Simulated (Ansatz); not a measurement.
A geometry of CdAu away from equilibrium: the start of the relaxation of a generated trial cell of CdAu in the AFLOW prototype AB_hP8_194_ad_f (B_i, as in TiAs). The numbers are results of PBEsol (plane waves to 420 eV, PAW, scalar-relativistic; Ansatz, a first-principles code), not measurements. Γ-centred k-mesh 10×10×3 on the run's cell (coarser than for final values), Fermi–Dirac smearing 0.05 eV.

```xyz
8
Lattice="3.7320 0.0000 0.0000 -1.8660 3.2320 0.0000 0.0000 0.0000 12.5903" Properties=species:S:1:pos:R:3:forces:R:3 pbc="T T T" free_energy=-84763.908 pressure_GPa=12.3
Cd     0.0000     2.1547     1.5738    0.0000    0.0000   -0.1616
Cd     1.8660     1.0773     7.8690    0.0000    0.0000   -0.1616
Cd     1.8660     1.0773    11.0166    0.0000    0.0000    0.1616
Cd     0.0000     2.1547     4.7214    0.0000    0.0000    0.1616
Au     0.0000     0.0000     0.0000    0.0000    0.0000    0.0000
Au     0.0000     0.0000     6.2952    0.0000    0.0000    0.0000
Au     0.0000     2.1547     9.4428    0.0000    0.0000    0.0000
Au     1.8660     1.0773     3.1476    0.0000    0.0000    0.0000
```

Positions in Å, forces in eV/Å, free energy of the cell in eV (comparable only within this code, potentials and settings). Largest force: 0.16 eV/Å, on Cd1, Cd2, Cd3, Cd4 (atoms numbered as listed); the geometry lies 0.20 eV/atom above the end of its relaxation.

No spin polarisation in the result.

The run could not lose the symmetry of its start; a randomly shaken copy of 8 atoms returns to this structure.

The end of the path is a generated cell of CdAu: the first start was made by placing the elements on the sites of a structure type, and the end was not matched to a known phase here, so it may be hypothetical.
